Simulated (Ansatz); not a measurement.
BN in space group P6_3/mmc (No. 194; B on 2b, N on 2d) at seven volumes, plane-wave PAW PBE+D3(BJ) (Ansatz code), shape and atoms relaxed at each. One row is withheld.

| V (Å³/atom) | P (GPa) |
|---|---|
| 8.240 | 4.10 |
| 8.511 | 2.28 |
| 8.783 | 0.93 |
| 9.054 | -0.01 |
| 9.326 | -0.68 |
| 9.598 | -1.12 |
| 9.869 | ? |

Task: Fit the shown pressures and predict the withheld one.

Result: P = (3/2)B₀(x^(7/2) − x^(5/2))[1 + (3/4)(B′ − 4)(x − 1)] with x = (V₀/V)^(2/3). Least squares on the six rows gives V₀ = 9.048 Å³/atom, B₀ = 26.9 GPa, B′ = 11.27. At V = 9.869, x = 0.9437 and P = -1.36 GPa. The run itself gave -1.40 GPa.

The first step of the workflow began from a Materials Project structure, measured or hypothetical. Its sites differ from those of the usual phase in this space group: another stacking or structure type. The cell was relaxed with PBE+D3(BJ) under the symmetry of its start; its stability against distortions is not shown here.

Potentials: the earlier of the program's two PAW sets.
